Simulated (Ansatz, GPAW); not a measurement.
This is a calculation of KPt for Ansatz 0.2.0. The cell comes from a database or a generator and needn't be the stable form of this composition.

input.yaml

```yaml
crystal:
  lattice:
    - [3.0008472788, 0.0, 0.0]
    - [-1.5004236394, 2.5988099763, 0.0]
    - [0.0, 0.0, 5.345578]
  atoms:
    - { symbol: Pt, position: [0.6666666667, 0.3333333333, 0.0] }
    - { symbol: K, position: [0.0, 0.0, 0.5] }
kpoints:
  mp_grid: { grid: [10, 10, 5] }
scf:
  occupations: { method: gaussian, width: 0.05 }
hamiltonian:
  xc: lda
  pseudopotentials: { kind: all_electron, lapw: { basis_error: 0.001 } }
output:
  forces: true
  stress: true
  eigenvalues: true
```

Potentials or basis: all-electron LAPW, scalar-relativistic.

Launch:

```bash
$ ansatz run input.yaml --threads 1 --pin off --max-ram 3072MiB --backend cpu --events-out ev --progress --plain --runs-dir out
```

**Question.** What does the same run look like in GPAW 26.7.0 (ASE script)? Potentials or basis there: the program's PAW data sets (release 1.2.1) made for this functional, cutoff 600 eV.

**Answer.** As run (cutoffs and basis follow the program's own potentials, and thresholds, step limits or extra output files can differ):

Contents of run.py:

```python
from ase.dft.bandgap import bandgap
from ase.io import read, write
from ase.units import GPa
from gpaw import GPAW, PW

atoms = read('POSCAR')

calc = GPAW(mode=PW(600),
            xc='LDA',
            kpts={'size': (10, 10, 5), 'gamma': True},
            occupations={'name': 'methfessel-paxton', 'order': 0, 'width': 0.05},
            nbands=24,
            convergence={'density': 1e-05, 'energy': 1e-05},
            maxiter=150,
            txt='gpaw.txt')
atoms.calc = calc
energy = atoms.get_potential_energy()
forces = atoms.get_forces()
stress = atoms.get_stress()
calc.write('gs.gpw')
write('result.traj', atoms)
print(f'Energy: {energy:.6f} eV')
print('Forces (eV/A):')
print(forces.round(4))
print('Stress (GPa):', (stress / GPa).round(3))
print('Fermi level:', round(calc.get_fermi_level(), 4), 'eV')
print(f'Gap: {bandgap(calc)[0]:.4f} eV, direct: {bandgap(calc, direct=True)[0]:.4f} eV')
```

File POSCAR:

```
KPt
1.0
    3.0008472788      0.0000000000      0.0000000000
   -1.5004236394      2.5988099763      0.0000000000
    0.0000000000      0.0000000000      5.3455780000
Pt K
1 1
Direct
    0.6666666667      0.3333333333      0.0000000000
    0.0000000000      0.0000000000      0.5000000000
```

Potentials or basis: the program's PAW data sets (release 1.2.1) made for this functional, pw.

The run is started by

```sh
$ OMP_NUM_THREADS=1 python run.py
```

Both were run:

|  | Ansatz | GPAW |
| --- | --- | --- |
| Pressure | -7.1 GPa | -6.9 GPa |

Where Ansatz's input types no cutoff or centring, it takes its own default and a Γ-centred mesh.

The two programs' LDA may be different fits to the electron gas.

Pressure is positive in compression.
